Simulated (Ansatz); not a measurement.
**Ti$_{2}$AlC: zone-centre modes under pressure**

Ti$_{2}$AlC, P6_3/mmc, a = 3.013 Å, c = 13.523 Å. The structure is a Materials Project entry; whether it is the stable form wasn't checked. Ansatz: LDA, PAW, 420 eV, Γ-centred 12×12×4 mesh on 8 atoms, Fermi-Dirac smearing 0.15 eV; no spin polarisation. Cell and atoms are relaxed at each pressure with the symmetry kept; optical modes at Γ by linear response, in cm⁻¹, matched by rank (the highest 3 distinct ones).

| P (GPa) | V (Å³/atom) | ω1 | ω2 | ω3 |
| --- | --- | --- | --- | --- |
| 0 | 13.290 | 616.9 | 622.1 | 671.2 |
| 5 | 12.886 | 633.1 | 638.2 | 689.0 |
| 15 | 12.232 | ? | ? | ? |

**Question.** Get each mode's Grüneisen parameter γ = −d ln ω/d ln V from the other rows and predict the missing frequencies.

**Answer.** ln(V/V0) = 0.0000, -0.0309, -0.0830; a line through ln(ω/ω0) of the 2 known rows gives ω1: γ = 0.839, predicted 661.4, computed 661.2; ω2: γ = 0.827, predicted 666.3, computed 666.2; ω3: γ = 0.847, predicted 720.1, computed 719.4. The worst miss is 0.1 %, or 1 % of the shift under pressure, so a constant γ serves at that level. In a metal these frequencies hang on the mesh and smearing.